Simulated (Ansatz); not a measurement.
Relaxed-ion elastic tensor of LaZnSbO in space group P4/nmm (No. 129; La on 2c, Zn on 2b, Sb on 2c, O on 2a) in GPa (Voigt order), r²SCAN in the plane-wave PAW code Ansatz; density 6.62 g/cm³, 21.45 Å³ per atom.

```json
[
 {"": "1", "1": "151", "2": "32.1", "3": "40.5", "4": "0.0", "5": "0.0", "6": "0.0"},
 {"": "2", "1": "32.1", "2": "151", "3": "40.5", "4": "0.0", "5": "0.0", "6": "0.0"},
 {"": "3", "1": "40.5", "2": "40.5", "3": "84.4", "4": "0.0", "5": "0.0", "6": "0.0"},
 {"": "4", "1": "0.0", "2": "0.0", "3": "0.0", "4": "-3.9", "5": "0.0", "6": "0.0"},
 {"": "5", "1": "0.0", "2": "0.0", "3": "0.0", "4": "0.0", "5": "-3.9", "6": "0.0"},
 {"": "6", "1": "0.0", "2": "0.0", "3": "0.0", "4": "0.0", "5": "0.0", "6": "35.3"}
]
```

Task: Is the crystal mechanically stable?

Result: No: the smallest eigenvalue of C is -3.9 GPa.

The first step of the workflow began from a Materials Project structure, measured or hypothetical; the Crystallography Open Database copy checked does not list it. Its standing as an ambient phase is unchecked. The r²SCAN relaxation kept the symmetry of its start. At this level the phase is mechanically unstable. Spin–orbit coupling is left out wherever it is not named.

Potentials: the later of the program's two PAW sets.
